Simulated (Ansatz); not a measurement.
LaGaO3

```
CELL_PARAMETERS angstrom
3.91346 0.00000 0.00000
0.00000 3.91346 0.00000
0.00000 0.00000 3.91346
ATOMIC_POSITIONS crystal
La 0.50000 0.50000 0.50000
Ga 0.00000 0.00000 0.00000
O 0.00000 0.50000 0.00000
O 0.00000 0.00000 0.50000
O 0.50000 0.00000 0.00000
```

Atoms are numbered in the order listed.

The cell is the one relaxed in the Materials Project (mp-1097026), not relaxed further here; entries there can be hypothetical.

Spin–orbit coupling is left out, though it moves levels of the heavy atoms by tenths of an eV or more.

All numbers are computed: DFT, PBEsol, all-electron LAPW, scalar-relativistic (Ansatz 0.2.0); DFT, PBEsol, PAW with Ansatz's default frozen-core files, scalar-relativistic (Ansatz 0.2.0); DFT, PBEsol, all-electron PAW with datasets made for the crystal, scalar-relativistic (Ansatz 0.2.0).

For LAPW: a Γ-centred 6×6×6 k mesh, Fermi–Dirac smearing of 0.01 eV, basis error target 1 meV/atom, no spin polarisation. PAW takes a cutoff of 420 eV at this cell (files made with PBE, cores remade for this functional). The crystal-made all-electron datasets (AE datasets) take a cutoff of 600 eV at this cell. The Ansatz runs share mesh, smearing and spin set-up. Values come from LAPW unless marked.

Spin–orbit coupling is left out, which moves gradients at and beside heavy atoms by some per cent and at worst by a factor of two.

```
Pressure at this cell                                                                                                  : -6.69 GPa
Band gap                                                                                                               : 3.27 eV, indirect from R (0.5, 0.5, 0.5) to Γ
Smallest direct gap on the path                                                                                        : 3.53 eV
Löwdin charges (with 0.14 e of the cell spilling out of the atomic basis, so their sizes and signs hang on that basis) : La1 1.19, Ga2 0.87, O3 -0.64 e
Bader charges (from the PAW run)                                                                                       : La1 +2.09, Ga2 +1.91, O3 -1.33 e
Field gradients Vzz (crystal-made datasets)                                                                            : La1 0 (under 0.004), Ga2 0 (under 0.004), O3 4.19 (η = 0.00) in 10²¹ V/m²
Volume per atom                                                                                                        : 11.99 Å³
```
